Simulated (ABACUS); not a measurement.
Checking a run of ABACUS on Mo (Im-3m, 1 atom in the cell; from Materials Project mp-129). The aim is a self-consistent single point with DFT, PBE, plane waves, PseudoDojo 0.5 standard norm-conserving PBE (tails mended) pseudopotentials.

Input:

```
# file: INPUT
INPUT_PARAMETERS
calculation          scf
basis_type           pw
pseudo_dir           ./
ecutwfc              80.0
symmetry             1
symmetry_prec        1e-05
smearing_method      fd
smearing_sigma       0.00734986
ks_solver            dav
scf_nmax             100
scf_thr              1.0e-09
mixing_type          broyden
cal_force            1
cal_stress           1
device               cpu
# file: STRU
ATOMIC_SPECIES
Mo 95.950 Mo.upf

LATTICE_CONSTANT
1.889726125

LATTICE_VECTORS
  -1.5838100000    1.5838100000    1.5838100000
   1.5838100000   -1.5838100000    1.5838100000
   1.5838100000    1.5838100000   -1.5838100000

ATOMIC_POSITIONS
Direct

Mo
0.0
1
   0.0000000000    0.0000000000    0.0000000000 1 1 1
# file: KPT
K_POINTS
0
Gamma
1 1 1 0 0 0
```

The program printed (abridged):

```
 READING UNITCELL INFORMATION
                                    ntype = 1
                  lattice constant (Bohr) = 1.88973
              lattice constant (Angstrom) = 1

 READING ATOM TYPE 1
                               atom label = Mo
                      L=0, number of zeta = 1
   [... lines left out ...]
Original cell was already a primitive cell.
                        ROTATION MATRICES = 48
              PURE POINT GROUP OPERATIONS = 48
                   SPACE GROUP OPERATIONS = 48
                              POINT GROUP = O_h
               POINT GROUP IN SPACE GROUP = O_h

 SETUP K-POINTS
                                    nspin = 1
                   Input type of k points = Monkhorst-Pack(Gamma)
                                   nkstot = 1
                        ROTATION MATRICES = 48
                               nkstot_ibz = 1
K-POINTS REDUCTION ACCORDING TO SYMMETRY
     IBZ    DIRECT_X    DIRECT_Y    DIRECT_Z  WEIGHT  ibz2bz
       1  0.00000000  0.00000000  0.00000000  1.0000       0

                               nkstot now = 1

K-POINTS DIRECT COORDINATES
 KPOINTS    DIRECT_X    DIRECT_Y    DIRECT_Z  WEIGHT
       1  0.00000000  0.00000000  0.00000000  2.0000

 SETUP PLANE WAVES FOR WAVE FUNCTIONS
     energy cutoff for wavefunc (unit:Ry) = 80
              fft grid for wave functions = [ 30, 30, 30 ]
                    number of plane waves = 1289

      TOTAL NUMBER OF NONLOCAL PROJECTORS = 18

 -------------------------------------------
 SELF-CONSISTENT
 -------------------------------------------
                                 init_chg = atomic

 PW ALGORITHM --------------- ION=   1  ELEC=   1--------------------------------
 Notice: Threshold on eigenvalues was too large.

 Density error is 0.0935785657203
                          Error Threshold = 0.000665548177969
 E_KohnSham     -140.5328951100      -1912.0481299328
 E_Fermi        1.5257605330         20.7590370327

 PW ALGORITHM --------------- ION=   1  ELEC=   2--------------------------------

 Density error is 0.00465887098162
   [... lines left out ...]

 Density error is 3.15061523401e-07
                          Error Threshold = 1.19173413839e-08
 E_KohnSham     -140.5348428996      -1912.0746309692
 E_Fermi        1.5070618761         20.5046287530

 PW ALGORITHM --------------- ION=   1  ELEC=   6--------------------------------

 Density error is 7.80483066778e-10
                          Error Threshold = 2.25043945287e-09
 E_KohnSham     -140.5348429533      -1912.0746316996
 E_KS(sigma->0) -140.5208080832      -1911.8836774959
 E_entropy(-TS) -0.0280697401        -0.3819084074
 E_Fermi        1.5069604450         20.5032487124
 charge density convergence is achieved
 final etot is -1912.0746317 eV
 EFERMI = 20.503248712 eV

 STATE ENERGY(eV) AND OCCUPATIONS    NSPIN == 1
   [... 14 lines left out ...]

 TOTAL-FORCE (eV/Angstrom)
                       Mo1         0.0000000000         0.0000000000         0.0000000000

 TOTAL-STRESS (KBAR)
      1340.8040807762        -0.0000000000        -0.0000000000
        -0.0000000000      1340.8040807762         0.0000000000
         0.0000000000         0.0000000000      1340.8040807762
 TOTAL-PRESSURE: 1340.804081 KBAR

 --------------------------------------------
 !FINAL_ETOT_IS -1912.0746316996362566 eV
 --------------------------------------------
```

Task: Can these results be used? Check the input.

Result: The run is not sound. The fault is a single k-point for a small metallic cell. One k-point cannot sample the Fermi surface of a small cell. To fix it, use a converged k-point mesh. The run converged in 6 iterations without an error; against the sound input the free energy rises by 317 meV/atom and the pressure goes from -1.44 to 134.1 GPa.

An input that runs soundly differs in these lines (not the only fix; some lines may just follow from the change or write a value another way):
```diff
-1 1 1 0 0 0
+15 15 15 0.5 0.5 0.5
```

With that input, the run converged in 6 iterations: free energy E − TS -1912.3918 eV; Fermi level (on the code's own zero) 21.00 eV; pressure -1.44 GPa (DFT, PBE, plane waves, PseudoDojo 0.5 standard norm-conserving PBE (tails mended) pseudopotentials).

The structure comes from a collection of computed structures, made at another level of theory; the collection holds predicted forms beside known ones.

“Tails mended”: in these copies of the files the far tail of each local potential was reset to the Coulomb form.
